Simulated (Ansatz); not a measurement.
**EuSb in the zincblende structure**

The computed numbers are results of PBE+U (U_eff = 6 eV on Eu 4f), scalar-relativistic (collinear spin) in the plane-wave PAW code Ansatz at 420 eV, Γ-centred 8×8×8 mesh, 0.05 eV Gaussian smearing; PAW files: Ansatz's generated set soft_2.

Space group F-43m (No. 216). a = 7.464 Å, b = 7.464 Å, c = 7.464 Å, α = 90.00°, β = 90.00°, γ = 90.00°
```tsv
atom	site	symmetry	x	y	z
Eu	4a	-43m	0.0000	0.0000	0.0000
Sb	4d	-43m	0.2500	0.2500	0.7500
```

The cell came from substitution into a structure type; no database entry of this phase was matched, which doesn't show that none exists.

Magnetic state: ferromagnetic, site spin moments Eu 7.01; Sb 0.45 μB.

The cell above was scaled in volume, its shape and atoms being fixed by the lattice's symmetry. Energies are counted from the cell above.

Cell and atoms are those of this level's equilibrium.

```
V (Å³/atom)  ΔE (meV/atom)  P (GPa)  largest moment (μB)
      49.13            9.7     1.16                 7.00
      49.91            5.0     0.81                 7.00
      50.95            1.2     0.39                 7.01
      51.99            0.0     0.01                 7.01
      53.03            1.2    -0.34                 7.01
      54.07            4.5    -0.65                 7.02
      55.63           13.0    -1.07                 7.02
      57.19           25.2    -1.42                 7.03
```

(1) What do the points give for the equilibrium volume, the bulk modulus and its pressure derivative (third-order Birch–Murnaghan)?

Answer:

(1) V0 = 51.98 Å³/atom, B0 = 18.2 GPa, B0′ = 4.0.

B0·V0 = 18.2 GPa × 51.98 Å³ = 5.89 eV/atom sets the scale: near the minimum ΔE ≈ ½ B0 V0 x², with x = V/V0 − 1, and a pressure of 0.18 GPa squeezes the volume by about 1 %. At the ends of the curve: x = −5.5 % predicts 8.8 meV/atom and the run gives 9.7; x = +10.0 % predicts 29.6 meV/atom and the run gives 25.2. The curve is steeper than the parabola on the compressed side and flatter on the expanded side: the bulk modulus rises with pressure.

No spin–orbit coupling, a notable omission for heavy elements. The run wasn't fully tested for a lower electronic state. Site moments are of spin, integrated over atomic spheres. A U of this size is made for insulators; in a metal, as here, it tends to take f weight out of the bonding and to swell the cell. The moments were started parallel, and the real magnetic order may be another.
